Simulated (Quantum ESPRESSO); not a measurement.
# Pd3Hf2NbSn2: one composition in several site orders

Computed values, not a measurement. The program is pw.x of Quantum ESPRESSO 7.5 (plane-wave density functional theory). The cell is made up: eight metal atoms on a face-centred cubic lattice, with elements, volume, strain and displacements drawn at random and not relaxed, so it may be unstable or far from any real phase. PseudoDojo standard norm-conserving files set the functional (PBE unless stated); there is no spin polarisation or spin-orbit coupling, the Fermi-Dirac width of 0.25 eV means electrons at about 2900 K, and the masses in the input are unused placeholders. The tin pseudopotential is less sure than most, with forces differing by about three percent from a second method on plain tin. Heavy elements are run without spin-orbit coupling, which real alloys of them have. A spin test at this wide smearing found no moment, but such smearing suppresses magnetism that the real alloy may have.

The runs put one composition on the sites in different orders. Cell, positions, cutoff, mesh and smearing stay as in the input of run 1; sites are counted in its order. Stress in the tables is positive in tension.

Input of run 1:

```
&control calculation='scf', pseudo_dir='./dojo.nc.sr.pbe.v0_5.standard.upf', outdir='./o', disk_io='minimal', tprnfor=.true., tstress=.true. /
&system ibrav=0, nat=8, ntyp=4, nbnd=76, ecutwfc=82.02448710, nosym=.true., tot_charge=0,
 occupations='smearing', smearing='fd', degauss=0.0183746611
/
&electrons conv_thr=1.470e-08, electron_maxstep=70, mixing_beta=0.5 /
ATOMIC_SPECIES
Hf 1.0 Hf.upf
Nb 1.0 Nb.upf
Pd 1.0 Pd.upf
Sn 1.0 Sn.upf
CELL_PARAMETERS angstrom
-4.2266 -0.0558 0.0048
-2.1667 -4.3027 -2.0719
-2.1764 -4.4411 6.5022
ATOMIC_POSITIONS angstrom
Pd -0.0191 -0.0286 0.0386
Hf -2.1411 -4.4444 2.1554
Pd -2.1384 -2.1555 0.0353
Nb -4.4199 -6.5386 2.2866
Sn -4.1954 -4.4728 4.3559
Pd -4.2526 -4.4306 0.0058
Hf -4.2266 -2.2608 2.1441
Sn -6.3823 -6.6198 4.3181
K_POINTS automatic
6 5 3 1 1 1
```

```
run  elements on sites 1 to 8  free energy less that of run 1 (eV)  -TS (eV)  pressure (GPa)  stress xx (GPa)  stress yy (GPa)  stress zz (GPa)  stress yz (GPa)  stress xz (GPa)  stress xy (GPa)  iterations
  1   Pd Hf Pd Nb Sn Pd Hf Sn                                0.000    -1.272           -2.10             4.07            -1.82             4.04            -3.79             0.53             1.25          16
  2   Pd Hf Sn Hf Nb Pd Sn Pd                               -0.177    -1.340           -2.29             2.20             2.02             2.65            -2.29            -0.31             1.06          18
  3   Hf Nb Sn Pd Pd Hf Pd Sn                               -0.134    -1.384           -3.04             2.48             4.51             2.13            -2.94             0.00             1.17          16
  4   Pd Pd Sn Nb Hf Hf Sn Pd                               -0.288    -1.483           -2.54             4.22             0.89             2.52            -2.48            -0.34             0.65          17
  5   Sn Pd Pd Hf Pd Sn Hf Nb                               -0.226    -1.527           -2.53             1.32             4.84             1.44            -2.09            -0.36             1.21          17
  6   Sn Pd Hf Pd Hf Sn Pd Nb                               -0.070    -1.335           -2.03             2.97             2.04             1.07            -2.69            -0.36             1.56          16
```

Forces Fx Fy Fz (eV/Å):

```
site             run 1             run 2             run 3             run 4             run 5              run 6
   1   0.14 0.01 -0.31   0.17 0.28 -0.44  0.36 -0.08 -1.22   0.20 0.23 -0.37   0.40 0.20 -1.58    0.49 0.44 -1.41
   2  -0.18 0.93 -0.69   -0.38 1.00 0.31   -0.09 0.13 0.41   -0.11 0.05 0.55   -0.18 0.16 0.30    -0.16 0.34 0.40
   3   0.02 -0.43 0.17   0.07 0.01 -1.59   0.15 -0.87 0.97  0.00 -0.65 -1.84  -0.04 -0.20 0.02    0.17 -1.04 0.60
   4  1.20 -0.47 -0.76   1.26 -1.35 0.58  0.41 -0.14 -0.45  0.53 -0.19 -0.20   1.15 -0.36 0.30   0.45 -0.32 -0.02
   5   -0.64 0.72 0.42   -0.45 0.12 0.89  -0.06 0.20 -0.32   -0.19 0.05 0.03  -0.25 0.21 -0.29   -0.65 1.07 -2.51
   6   -0.06 0.02 0.77   -0.04 0.07 0.33   -0.21 0.49 1.86   -0.14 1.09 0.41   -0.29 0.79 0.89   -0.10 -0.02 2.85
   7  -0.25 0.59 -1.79  -0.43 -0.30 0.27  -0.06 -0.10 0.18  -0.11 -0.59 1.49  -0.27 -1.50 0.23  -0.07 -0.24 -0.03
   8  -0.23 -1.36 2.19  -0.19 0.15 -0.36  -0.51 0.37 -1.43  -0.17 0.00 -0.08   -0.53 0.70 0.12   -0.13 -0.24 0.12
```

The sites are displaced and not relaxed, so the energy differences mix bonding between neighbours with strain and are not ordering energies. A rerun of one cell of this series at a higher cutoff and on a denser mesh moved values by no more than 0.004 eV in energy, 0.02 GPa in stress and 0.003 eV/Å in force, and a second program with other atomic files agreed on that cell to 2 % rms in force and 0.5 GPa in pressure.